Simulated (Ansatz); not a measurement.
Elastic constants of InPt3 at 5 GPa (stress–strain coefficients): input and output

Theory: DFT LDA, scalar-relativistic, plane waves, PAW in Ansatz 0.2.0.

Launched with:
```bash
ansatz run input.yaml --threads 1 --pin off --max-ram 3072MiB --backend cpu --events-out ev --progress --plain --runs-dir out
```

Input (bare energies are in eV):
```yaml
crystal:
  lattice:
    - [3.9406447387, 0.0, 0.0]
    - [0.0, 3.9406447387, 0.0]
    - [0.0, 0.0, 3.9406447387]
  atoms:
    - { symbol: In, position: [0.0, 0.0, 0.0] }
    - { symbol: Pt, position: [0.5, 0.5, 0.0] }
    - { symbol: Pt, position: [0.0, 0.5, 0.5] }
    - { symbol: Pt, position: [0.5, 0.0, 0.5] }
basis:
  ecutwfc: 420
kpoints:
  mp_grid: { grid: [10, 10, 10] }
hamiltonian:
  xc: lda
scf:
  occupations: { method: fermi_dirac, width: 0.15 }
output:
  forces: true
  stress: true
  eigenvalues: true
elastic:
  mode: relaxed_ion
  amplitude: 0.005
  stencil: two_point
```

From the output:
```
--- Elastic constants: 2 strain directions × 2 members + reference (group order 48) ---
  dense FFT box of the reference and of every strained cell: 27×27×27
  strains applied: 11, 23; error gains: componentwise 1.00 (the most a stress slope's error grows in a printed constant), spectral 1.73 (1 for all six strains in a standard setting)
  C = ∂σ_k/∂η_j (tension-positive GPa; Voigt order 11 22 33 23 13 12):
       351.036    229.055    229.055     -0.000     -0.000     -0.000
       229.055    351.036    229.055     -0.000     -0.000     -0.000
       229.055    229.055    351.036     -0.000     -0.000     -0.000
         0.000     -0.000     -0.000    112.393      0.000      0.000
         0.000      0.000     -0.000      0.000    112.393     -0.000
         0.000     -0.000     -0.000      0.000      0.000    112.393
  reference stress σ⁰ (GPa):     -5.002     -5.002     -5.002     -0.000     -0.000      0.000
  C* (energy form; C + prestress term) asymmetry max|C*_kj − C*_jk| = 8.527e-14 GPa — a small one proves nothing (zero by symmetry where the batch's group is 432, −43m or m−3m); a large one is finite-difference/SCF noise where every solve ...
  moduli (Voigt/Reuss/Hill, GPa): K = 269.72/269.72/269.72   G = 91.83/84.06/87.94   E = 237.97   ν = 0.353
  mechanically stable: yes (min eigenvalue of sym C = 112.39 GPa)
  strain η (Voigt 11):  stress-route row diagonal C_11 = 351.04 GPa, energy-path curvature d²(F+E_count+ΔE)/dδ²/Ω₀ = 351.05 GPa
         δ    σ_11 (GPa) F (eV) n_scf n_hpsi n_pw
    -5.000e-3      -6.7842      -42193.7220644      10   93746   1213   relax 0 steps, max|allowed force component| 4.04e-29 eV/Å
     5.000e-3      -3.2738      -42193.7412054       7   74362   1225   relax 0 steps, max|allowed force component| 1.70e-29 eV/Å
  strain η (Voigt 23):  stress-route row diagonal C_44 = 112.39 GPa, energy-path curvature d²(F+E_count+ΔE)/dδ²/Ω₀ = 114.86 GPa
         δ    σ_23 (GPa) F (eV) n_scf n_hpsi n_pw
    -5.000e-3      -0.5620      -42193.7327600       8  127646   1216   relax 0 steps, max|allowed force component| 5.27e-28 eV/Å
     5.000e-3       0.5620      -42193.7327600       6  103191   1216   relax 0 steps, max|allowed force component| 1.17e-28 eV/Å
```

It took 61 s on 1 thread of Intel(R) Xeon(R) Platinum 8375C CPU @ 2.90GHz (Ice Lake), on a shared host, peak memory 0.69 GiB.

In a metal, frequencies and elastic constants depend on the k mesh and the smearing, soft modes and shear constants most. Spin–orbit coupling is left out, which can shift energies with elements as heavy as these. Other phases may be more stable at this pressure.